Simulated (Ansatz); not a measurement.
## Phonon dispersion of ZrMo3C

All numbers below come from DFT PBE, scalar-relativistic, plane waves, PAW in Ansatz. Settings: 420 eV plane-wave cutoff, Γ-centred 10×10×4 mesh, Gaussian smearing of 0.10 eV. No spin polarisation. Phonons by linear response, acoustic sum rule imposed.

The cell, relaxed at this level:
```yaml
crystal:
  lattice:
    - [3.26155, 0.00000, 0.00000]
    - [0.00000, 3.26155, 0.00000]
    - [0.00000, 0.00000, 14.02119]
  atoms:
    - { symbol: Zr, position: [0.00000, 0.50000, 0.91905] }
    - { symbol: Zr, position: [0.50000, 0.00000, 0.08095] }
    - { symbol: Mo, position: [0.50000, 0.00000, 0.55182] }
    - { symbol: Mo, position: [0.00000, 0.50000, 0.44818] }
    - { symbol: Mo, position: [0.50000, 0.00000, 0.76779] }
    - { symbol: Mo, position: [0.00000, 0.50000, 0.23221] }
    - { symbol: Mo, position: [0.50000, 0.00000, 0.32937] }
    - { symbol: Mo, position: [0.00000, 0.50000, 0.67063] }
    - { symbol: C, position: [0.50000, 0.00000, 0.91563] }
    - { symbol: C, position: [0.00000, 0.50000, 0.08437] }
```

It was reached by relaxing an invented guess, and it needn't be the stable form of this composition. In a metal, frequencies and elastic constants depend on the k mesh and the smearing, soft modes and shear constants most. The q mesh is coarse, so values between its points are rough.

Force constants from linear response on a 2×2×1 q mesh.

Question: Is the structure dynamically stable on the q mesh?

Answer: Yes, on this mesh: no mode is imaginary.

Question: Give the frequencies (cm⁻¹) at the zone-boundary points of high symmetry (interpolated where a point lies off the q mesh).

Answer:
| point | q | frequencies |
| --- | --- | --- |
| X | 0.000 0.500 0.000 | 120 120 135 135 144 144 152 152 175 175 180 180 184 184 199 199 204 204 227 227 235 235 290 290 566 566 571 571 645 645 |
| M | 0.500 0.500 0.000 | 165 165 166 166 168 168 176 176 184 184 197 197 210 210 212 212 213 213 239 239 239 239 268 268 556 556 581 581 592 592 |
| Z | 0.000 0.000 0.500 | 32 32 37 37 66 92 97 97 105 105 132 132 165 165 175 196 196 197 204 210 210 233 251 269 525 525 546 567 567 574 |
| R | 0.000 0.500 0.500 | 120 120 134 134 144 144 157 157 170 170 180 180 184 184 199 199 204 204 227 227 235 235 291 291 566 566 571 571 645 645 |
| A | 0.500 0.500 0.500 | 164 164 166 166 168 168 176 176 184 184 196 196 211 211 211 211 214 214 239 239 239 239 268 268 556 556 581 581 592 592 |
